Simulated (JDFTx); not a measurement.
An input for JDFTx (a modified build) (V(110), CANDLE, water, 1 M KF; bohr, hartree) and the course of its log:

```
lattice \
  5.6359191941 2.8179595970 0.0000000000 \
  0.0000000000 3.9851966724 0.0000000000 \
  0.0000000000 0.0000000000 42.1408925792
coords-type Lattice
ion V 0.5000000000 0.0000000000 -0.1418525960 0
ion V 0.0000000000 0.0000000000 -0.0472841990 0
ion V 0.5000000000 0.0000000000 0.0472841990 0
ion V 0.0000000000 0.0000000000 0.1418525960 0
ion-species pseudo/v_pbe_v1.4.upf
elec-cutoff 20 100
elec-ex-corr gga-PBE
coulomb-interaction Slab 001
coulomb-truncation-embed 0 0 0
kpoint-folding 10 10 1
elec-smearing Fermi 0.01
elec-n-bands 34
target-mu -0.177867
electronic-scf nIterations 100 energyDiffThreshold 1e-07
fluid LinearPCM
pcm-variant CANDLE
fluid-solvent H2O
fluid-cation K+ 1
fluid-anion F- 1
fluid-minimize nIterations 400 knormThreshold 1e-11
wavefunction read f0.wfns
elec-initial-eigenvals f0.eigenvals
elec-initial-fillings read f0.fillings
fluid-initial-state f0.fluidState
dump-name f0_u0.$VAR
dump End State Ecomponents EigStats BandEigs Forces ElecDensity IonicPositions Fillings Kpoints Dtot FluidDebug BoundCharge FluidDensity
```

```
[one cycle in 5 is shown, and the last three; fluid-solver lines are left out]
	FillingsUpdate:  mu: -0.177867000  nElectrons: 48.453955
SCF: Cycle:  0   G: -270.114401755655763   dG: +7.498e+00   |Residual|: 2.993e-01   |deigs|: 2.849e-08
	FillingsUpdate:  mu: -0.177867000  nElectrons: 51.786139
SCF: Cycle:  5   G: -277.596536846197353   dG: -9.253e-04   |Residual|: 2.408e-02   |deigs|: 1.493e-03
	FillingsUpdate:  mu: -0.177867000  nElectrons: 51.648733
SCF: Cycle: 10   G: -277.559371210540291   dG: +9.308e-04   |Residual|: 2.444e-02   |deigs|: 1.502e-05
	FillingsUpdate:  mu: -0.177867000  nElectrons: 51.939335
SCF: Cycle: 15   G: -277.612156982633053   dG: -6.495e-04   |Residual|: 1.028e-02   |deigs|: 4.341e-04
	FillingsUpdate:  mu: -0.177867000  nElectrons: 51.810780
SCF: Cycle: 20   G: -277.607296659767940   dG: +6.888e-04   |Residual|: 8.484e-03   |deigs|: 1.053e-03
	FillingsUpdate:  mu: -0.177867000  nElectrons: 51.897120
SCF: Cycle: 25   G: -277.613106358442280   dG: -9.217e-04   |Residual|: 3.105e-04   |deigs|: 2.170e-04
	FillingsUpdate:  mu: -0.177867000  nElectrons: 51.897911
SCF: Cycle: 30   G: -277.613111912463012   dG: +3.422e-08   |Residual|: 1.683e-04   |deigs|: 6.091e-06
	FillingsUpdate:  mu: -0.177867000  nElectrons: 51.895487
SCF: Cycle: 35   G: -277.613110954940396   dG: -1.153e-06   |Residual|: 1.264e-04   |deigs|: 3.888e-06
	FillingsUpdate:  mu: -0.177867000  nElectrons: 51.900821
SCF: Cycle: 40   G: -277.613098703712410   dG: +1.348e-05   |Residual|: 3.880e-04   |deigs|: 2.810e-05
	FillingsUpdate:  mu: -0.177867000  nElectrons: 51.896812
SCF: Cycle: 45   G: -277.613112000372780   dG: -1.643e-05   |Residual|: 8.581e-05   |deigs|: 2.777e-05
	FillingsUpdate:  mu: -0.177867000  nElectrons: 51.895857
SCF: Cycle: 50   G: -277.613111903617494   dG: +2.397e-07   |Residual|: 6.796e-05   |deigs|: 4.647e-06
	FillingsUpdate:  mu: -0.177867000  nElectrons: 51.896348
SCF: Cycle: 55   G: -277.613112206423295   dG: -1.111e-06   |Residual|: 2.005e-05   |deigs|: 6.627e-06
	FillingsUpdate:  mu: -0.177867000  nElectrons: 51.895717
SCF: Cycle: 60   G: -277.613111862996902   dG: -1.155e-06   |Residual|: 1.053e-04   |deigs|: 5.471e-06
	FillingsUpdate:  mu: -0.177867000  nElectrons: 51.896433
SCF: Cycle: 65   G: -277.613111585066406   dG: -1.004e-06   |Residual|: 2.297e-04   |deigs|: 4.890e-06
	FillingsUpdate:  mu: -0.177867000  nElectrons: 51.894403
SCF: Cycle: 70   G: -277.613109966435104   dG: -4.257e-06   |Residual|: 3.142e-04   |deigs|: 1.057e-05
	FillingsUpdate:  mu: -0.177867000  nElectrons: 51.893557
SCF: Cycle: 75   G: -277.613106844874096   dG: -5.004e-07   |Residual|: 2.929e-04   |deigs|: 3.980e-06
	FillingsUpdate:  mu: -0.177867000  nElectrons: 51.897445
SCF: Cycle: 80   G: -277.613111441834576   dG: -3.498e-06   |Residual|: 1.057e-04   |deigs|: 9.231e-06
	FillingsUpdate:  mu: -0.177867000  nElectrons: 51.895518
SCF: Cycle: 85   G: -277.613111622818167   dG: +4.594e-07   |Residual|: 1.105e-04   |deigs|: 6.148e-06
	FillingsUpdate:  mu: -0.177867000  nElectrons: 51.898062
SCF: Cycle: 90   G: -277.613110788885422   dG: -1.802e-07   |Residual|: 1.334e-04   |deigs|: 1.942e-06
	FillingsUpdate:  mu: -0.177867000  nElectrons: 51.896705
SCF: Cycle: 95   G: -277.613112202327670   dG: -2.298e-07   |Residual|: 3.083e-05   |deigs|: 2.616e-06
	FillingsUpdate:  mu: -0.177867000  nElectrons: 51.896226
SCF: Cycle: 97   G: -277.613112159027253   dG: -2.384e-07   |Residual|: 2.895e-05   |deigs|: 2.729e-06
	FillingsUpdate:  mu: -0.177867000  nElectrons: 51.896645
SCF: Cycle: 98   G: -277.613112222943187   dG: -6.392e-08   |Residual|: 2.174e-05   |deigs|: 2.491e-06
	FillingsUpdate:  mu: -0.177867000  nElectrons: 51.895100
SCF: Cycle: 99   G: -277.613111142104913   dG: +1.081e-06   |Residual|: 1.651e-04   |deigs|: 9.075e-06
SCF: None of the convergence criteria satisfied after 100 iterations.
IonicMinimize: Iter:   0  G: -277.613111142104913  |grad|_K:  0.000e+00
IonicMinimize: Converged (|grad|_K<1.000000e-04).
```

This run gave no converged result. The loop ran out of cycles short of its threshold. It has stalled and not diverged: the last ten energies span 1e-06 Ha, so the total is near its end, but levels, forces and the electron count aren't shown converged.
